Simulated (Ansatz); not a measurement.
Input file for Ansatz (a quantum-chemistry and plane-wave program):

Ansatz 0.2 input:
```yaml
crystal:
  lattice:
    - [3.0361125191, 1.7529003802, 4.8630763111]
    - [-3.0361125191, 1.7529003802, 4.8630763111]
    - [0.0, -3.5058007604, 4.8630763111]
  atoms:
    - { symbol: Ba, position: [0.7482507907, 0.7482507907, 0.7482507907] }
    - { symbol: Ba, position: [0.2517492093, 0.2517492093, 0.2517492093] }
    - { symbol: Ta, position: [0.5, 0.5, 0.5] }
    - { symbol: Bi, position: [0.0, 0.0, 0.0] }
    - { symbol: O, position: [0.7239498668, 0.2099210144, 0.33087384] }
    - { symbol: O, position: [0.2760501332, 0.7900789856, 0.66912616] }
    - { symbol: O, position: [0.33087384, 0.7239498668, 0.2099210144] }
    - { symbol: O, position: [0.66912616, 0.2760501332, 0.7900789856] }
    - { symbol: O, position: [0.2099210144, 0.33087384, 0.7239498668] }
    - { symbol: O, position: [0.7900789856, 0.66912616, 0.2760501332] }
kpoints:
  mp_grid: { grid: [5, 5, 5] }
basis: { xc_grid: 2 }
hamiltonian:
  xc: pbesol
  pseudopotentials: { kind: paw }
scf:
  occupations: { method: fixed }
output:
  optics: { e_range: [0.0, 15.0], de: 0.05, sigma: 0.1, bands: { spectra_wanted_up_to: 12 eV } }
```

Output (shortened):

```
output.optics: the spectra are integrated over the Brillouin zone by k·p interpolation around the k-points, where levels, occupations, output.optics.sigma and …
Pseudopotential: Ba, paw, valence charge 10
Pseudopotential: Ta, paw, valence charge 13
Pseudopotential: Bi, paw, valence charge 15
Pseudopotential: O, paw, valence charge 6
Functional definition: PBEsol
Crystal: 10 atoms, lattice volume = 155.288 Å³
Basis set: ecut = 420 eV, 3029 PW (Γ), exchange–correlation on 90×90×90 points (8 copies of the dense FFT grid, shifted against one another)
Bands: 52, of which v1, the nominal top of the filled ones, is band 42 counted from 1 (41 counted from 0)
Symmetry: 6 space group operations
Space group: R-3 (ITA 148), of the structure as read, at distance tolerance 5.4e-5 Å
k-points: 23 of 125
SCF iter   1: F=—  HF=-37149.680974 eV  |F-HF|=—  |Δ(HF+E_count)|=         —  Δρ=1.49e-2  dr2=3.01e-1  ethr=1.77e-3  ⟨swp⟩=4.4  Hψ=4460  notcnv=0  defer=170
preconditioner: auto → Resta (q_TF=auto, 2.463 Å⁻¹)
SCF iter   2: F=—  HF=-37149.612272 eV  |F-HF|=—  |Δ(HF+E_count)|=   6.87e-2  Δρ=4.37e-3  dr2=2.19e-2  ethr=3.59e-4  ⟨swp⟩=2.1  Hψ=2103  notcnv=0  defer=179
SCF iter   3: F=—  HF=-37149.607735 eV  |F-HF|=—  |Δ(HF+E_count)|=   4.54e-3  Δρ=1.13e-3  dr2=1.87e-3  ethr=2.61e-5  ⟨swp⟩=2.8  Hψ=2050  notcnv=0  defer=182
SCF iter   4: F=—  HF=-37149.607830 eV  |F-HF|=—  |Δ(HF+E_count)|=   9.41e-5  Δρ=2.63e-4  dr2=8.18e-5  ethr=2.23e-6  ⟨swp⟩=2.1  Hψ=1707  notcnv=0  defer=183
SCF iter   5: F=—  HF=-37149.607881 eV  |F-HF|=—  |Δ(HF+E_count)|=   5.10e-5  Δρ=4.42e-5  dr2=3.87e-6  ethr=9.73e-8  ⟨swp⟩=2.0  Hψ=1775  notcnv=0  defer=158
SCF iter   6: F=—  HF=-37149.608010 eV  |F-HF|=—  |Δ(HF+E_count)|=   1.29e-4  Δρ=1.30e-5  dr2=3.00e-7  ethr=4.60e-9  ⟨swp⟩=2.0  Hψ=1992  notcnv=0  defer=111
SCF iter   7: F=—  HF=-37149.608010 eV  |F-HF|=—  |Δ(HF+E_count)|=   1.58e-7  Δρ=2.33e-6  dr2=1.07e-8  ethr=3.57e-10  ⟨swp⟩=2.0  Hψ=2084  notcnv=0  defer=111
SCF iter   8: F=—  HF=-37149.608010 eV  |F-HF|=—  |Δ(HF+E_count)|=   5.51e-9  Δρ=4.36e-7  dr2=2.73e-10  ethr=1.27e-11  ⟨swp⟩=2.0  Hψ=1798  notcnv=0  defer=111
SCF iter   9: F=-37149.608010 eV  HF=-37149.608010 eV  |F-HF|=0.00e0  |Δ(HF+E_count)|=  1.02e-10  Δρ=8.67e-8  dr2=9.70e-12  ethr=1.00e-12  ⟨swp⟩=14.1  Hψ=6946  notcnv=0
SCF 1 converged in 9 iterations: F = -37149.608010 eV  dr2 = 9.70e-12
NSCF: frozen V_eff on 23 k-points
Optics k sum: 0 of 23 k-points
Optics k sum: 2 of 23 k-points
Optics k sum: 3 of 23 k-points
Optics k sum: 4 of 23 k-points
Optics k sum: 5 of 23 k-points
Optics k sum: 6 of 23 k-points
Optics k sum: 7 of 23 k-points
Optics k sum: 9 of 23 k-points
Optics k sum: 10 of 23 k-points
Optics k sum: 11 of 23 k-points
Optics k sum: 12 of 23 k-points
Optics k sum: 13 of 23 k-points
Optics k sum: 14 of 23 k-points
Optics k sum: 15 of 23 k-points
Optics k sum: 17 of 23 k-points
Optics k sum: 18 of 23 k-points
Optics k sum: 19 of 23 k-points
Optics k sum: 20 of 23 k-points
Optics k sum: 21 of 23 k-points
Optics k sum: 22 of 23 k-points
Optics k sum: 23 of 23 k-points
Optics k sum: 0 of 23 k-points
Optics k sum: 2 of 23 k-points
Optics k sum: 3 of 23 k-points
Optics k sum: 4 of 23 k-points
Optics k sum: 5 of 23 k-points
Optics k sum: 6 of 23 k-points
Optics k sum: 7 of 23 k-points
Optics k sum: 9 of 23 k-points
Optics k sum: 10 of 23 k-points
Optics k sum: 11 of 23 k-points
Optics k sum: 12 of 23 k-points
Optics k sum: 13 of 23 k-points
Optics k sum: 14 of 23 k-points
Optics k sum: 15 of 23 k-points
Optics k sum: 17 of 23 k-points
Optics k sum: 18 of 23 k-points
Optics k sum: 19 of 23 k-points
Optics k sum: 20 of 23 k-points
Optics k sum: 21 of 23 k-points
Optics k sum: 22 of 23 k-points
Optics k sum: 23 of 23 k-points
NSCF: frozen V_eff on 1 k-points
NSCF: frozen V_eff on 1 k-points
NSCF: frozen V_eff on 1 k-points
NSCF: frozen V_eff on 1 k-points
NSCF: frozen V_eff on 1 k-points
NSCF: frozen V_eff on 1 k-points
output.optics: what the bands over the 85 summed would add to eps1, eps2 and the energy-loss function is held between a lower and an upper bound (13 Lanczos …
SCF converged after 9 iterations
Free energy (F): -37149.608010 eV
Harris-Foulkes:  -37149.608010 eV  (|F-HF|=0.00e0)
Internal energy: -37149.608010 eV  (E = F + TS)
E sigma→0 (E₀):  -37149.608010 eV
Fermi energy:    10.536764 eV
--- Per-component energies (eV) ---
  E_band       = -249.686127
  E_kinetic    = 2053.313437
  E_local      = -4867.886815  (includes V_loc(G=0)·N_el)
  E_nonlocal   = 989.811588
  E_hartree    = 1725.246242
  E_xc         = -1143.535480
  E_vxc        = -1186.867965  (∫ρ·V_xc dr)
  E_paw        = -29975.143321  (= ΣΔE_a)
  E_vpaw       = -688.562960  (= ΣTr[D̂ρ^β])
  E_aug_tail   = 0.014107  (compensation charges beyond the density's cutoff)
  E_ewald      = -5932.245761
  E_core_change = 0.817992  (= ΣΔE_core)
  E_smearing   =  0.000000  (= −TS)
  E_closure    = 0.000000  (closes the sum)
  Σ components = -37149.608010   (vs F -37149.608010, Δ=0.00e0)
  [band-id]    e_kinetic+e_local+e_nonlocal+2·e_hartree+e_vxc+e_vpaw+e_augmentation_tail = -249.686123   (vs E_band -249.686127, Δ=3.67e-6)
--- Band table (eV; the first three rows and the last of 23) ---
  k-point 0: bands = ["-57.3997", "-24.0274", "-24.0106", "-24.0106", "-15.5653", "-15.4405", "-11.7625", "-11.7625", "-11.6733", "-11.6480", "-11.6480", "-7.4304", "-6.4794", "-6.4794", "-6.2710", "-6.2710", "-6.1760", "-1.1564", "-1.0336", "-1.0336", …
  k-point 1: bands = ["-57.3997", "-24.0275", "-24.0107", "-24.0106", "-15.5506", "-15.4508", "-11.7611", "-11.7605", "-11.6730", "-11.6478", "-11.6471", "-7.3988", "-6.6284", "-6.5794", "-6.4329", "-6.1179", "-6.0639", "-1.0920", "-0.9956", "-0.8893", …
  k-point 2: bands = ["-57.3997", "-24.0276", "-24.0110", "-24.0106", "-15.5159", "-15.4782", "-11.7589", "-11.7574", "-11.6726", "-11.6475", "-11.6456", "-7.2861", "-6.7774", "-6.7555", "-6.6653", "-5.9981", "-5.9124", "-0.9883", "-0.9146", "-0.7643", …
  k-point 22: bands = ["-57.3997", "-24.0280", "-24.0108", "-24.0107", "-15.5008", "-15.4889", "-11.7615", "-11.7581", "-11.6702", "-11.6475", "-11.6469", "-7.1614", "-7.0236", "-6.7445", "-6.4716", "-6.1087", "-5.9876", "-0.7889", "-0.7314", "-0.7192", …
```

Cost: about 4 core-minutes (a rough figure) on shared cores.

The workflow started from a Materials Project entry (that database holds measured and hypothetical structures alike); the Crystallography Open Database copy checked does not list it. Whether it is the stable phase at ambient conditions was not checked. The PBEsol relaxation kept the symmetry of its start; whether a distortion lowers the energy is not shown. No spin polarisation was allowed. Spin–orbit coupling is left out wherever it is not named.

Potentials: the later of the program's two PAW sets.

Ansatz is a plane-wave DFT program.
